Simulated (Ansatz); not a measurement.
A generator proposed this cell of Ge₂P.

```cif
data_structure
_symmetry_space_group_name_H-M 'P6_3/mmc'
_symmetry_Int_Tables_number 194
_cell_length_a 3.2958
_cell_length_b 3.2958
_cell_length_c 11.4449
_cell_angle_alpha 90.000
_cell_angle_beta 90.000
_cell_angle_gamma 120.000
_cell_volume 107.66
loop_
_atom_site_label
_atom_site_type_symbol
_atom_site_symmetry_multiplicity
_atom_site_Wyckoff_symbol
_atom_site_fract_x
_atom_site_fract_y
_atom_site_fract_z
_atom_site_occupancy
Ge1 Ge 4 f 0.66667 0.33333 0.89981 1
P1 P 2 b 0.00000 0.00000 0.75000 1
```

The calculation used DFT PBE, scalar-relativistic, plane waves, PAW in Ansatz 0.2.0. Settings: cutoff 420 eV, Γ-centred mesh 6×6×2 on the computed 6-atom cell, Gaussian smearing of 0.10 eV; no spin polarisation.

The zero of energy is the elements' standard structures at the same level; no fitted shifts are applied. The references include black phosphorus.

Problem. What does a single point on this coarse mesh give?

Solution. The pressure is 3.6 GPa (the mean over three directions, positive in compression), the largest force is 0.40 eV/Å, and the energy is +0.34 eV/atom against the elements. The shortest distance is 2.56 Å.

Problem. Is it a good guess?

Solution. A fair one: relaxing gains about 0.14 eV/atom (the start's value is from the coarse mesh, so the gain is rough) in 10 ionic steps and ends at +0.20 eV/atom on the finer mesh. The symmetry stays P6_3/mmc (No. 194). The volume per atom grows by 5.6 %, from 17.9 to 19.0 Å³. The shortest distance goes from 2.56 Å (Ge–P) to 2.60 Å (Ge–P). The ratio c/a of the conventional cell changes by a factor of 0.83. Conventional cell: a = 3.578 Å, c = 10.259 Å. Ge has 3 P at 2.60 Å, 3 Ge at 2.86 Å and 1 Ge at 3.15 Å; P is surrounded by 6 Ge at 2.60 Å.

The last run used a 12×12×4 mesh (in the run's order of axes) for its 6-atom cell and Gaussian smearing of 0.10 eV. The reference form of P is held partly by dispersion forces, which this level lacks. The relaxation can't lower the symmetry of the start, and the grade says only how near the guess is to its own end. Symmetry constrained the relaxation, so the result can be a saddle point.
